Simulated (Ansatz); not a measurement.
A relaxed structure of La is spoiled in several ways and relaxed again each time (noise and exchanges are one random draw each; squeezed and stretched starts keep its symmetry, which their runs cannot lower; pressure is positive under compression). Calculation: r2SCAN (plane waves to 500 eV, PAW, scalar-relativistic; Ansatz, a first-principles code).

```cif
data_La4
_chemical_formula_sum 'La4'
_space_group_name_H-M_alt 'P63/mmc'
_space_group_IT_number 194
_space_group_name_Hall '-P 6c 2c'
_cell_length_a 3.78465
_cell_length_b 3.78465
_cell_length_c 12.02942
_cell_angle_alpha 90.000
_cell_angle_beta 90.000
_cell_angle_gamma 120.000
loop_
_atom_site_label
_atom_site_type_symbol
_atom_site_symmetry_multiplicity
_atom_site_Wyckoff_symbol
_atom_site_fract_x
_atom_site_fract_y
_atom_site_fract_z
_atom_site_occupancy
La1 La 2 a 0.00000 0.00000 0.00000 1
La2 La 2 c 0.33333 0.66667 0.25000 1
```

```
change                                                                                                           first pressure (GPa)  largest first force (eV/Å)  released (eV/atom)  moves                  outcome  final group  E − E(parent) (eV/atom)
---------------------------------------------------------------------------------------------------------------  --------------------  --------------------------  ------------------  -----  -----------------------  -----------  -----------------------
deformed by the Cartesian strain tensor (xx, yy, zz, yz, xz, xy) = (0.075, 0.156, 0.158, -0.051, 0.030, -0.099)                   ___                        0.11                 ___     11                      ___          ___                      ___
with every coordinate shifted by Gaussian noise of σ = 0.2 Å                                                                      0.1                        0.27                0.02      6    returns to the parent      P6₃/mmc                     0.00
stretched uniformly to 150 % of its volume                                                                                       -5.9                        0.00                0.43      8                      ___          ___                      ___
doubled along one cell vector, shaken by Gaussian noise of σ = 0.08 Å a coordinate                                                0.1                        0.52                0.02     10  same energy, other cell         Pbcm                     0.00
```

Q: What belongs in the gaps?

A: 
- deformed by the Cartesian strain tensor (xx, yy, zz, yz, xz, xy) = (0.075, 0.156, 0.158, -0.051, 0.030, -0.099), first pressure (GPa): -5.4
- deformed by the Cartesian strain tensor (xx, yy, zz, yz, xz, xy) = (0.075, 0.156, 0.158, -0.051, 0.030, -0.099), released (eV/atom): 0.40
- deformed by the Cartesian strain tensor (xx, yy, zz, yz, xz, xy) = (0.075, 0.156, 0.158, -0.051, 0.030, -0.099), outcome: returns to the parent
- deformed by the Cartesian strain tensor (xx, yy, zz, yz, xz, xy) = (0.075, 0.156, 0.158, -0.051, 0.030, -0.099), final group: P6₃/mmc
- deformed by the Cartesian strain tensor (xx, yy, zz, yz, xz, xy) = (0.075, 0.156, 0.158, -0.051, 0.030, -0.099), E − E(parent) (eV/atom): 0.00
- stretched uniformly to 150 % of its volume, outcome: returns to the parent
- stretched uniformly to 150 % of its volume, final group: P6₃/mmc
- stretched uniformly to 150 % of its volume, E − E(parent) (eV/atom): 0.00

First-step values come from each run's starting, coarser k-mesh (10×9×3, 10×10×3, 9×9×3, 10×5×3). The runs use different k-meshes, so differences are rounded accordingly. No spin polarisation in the result.
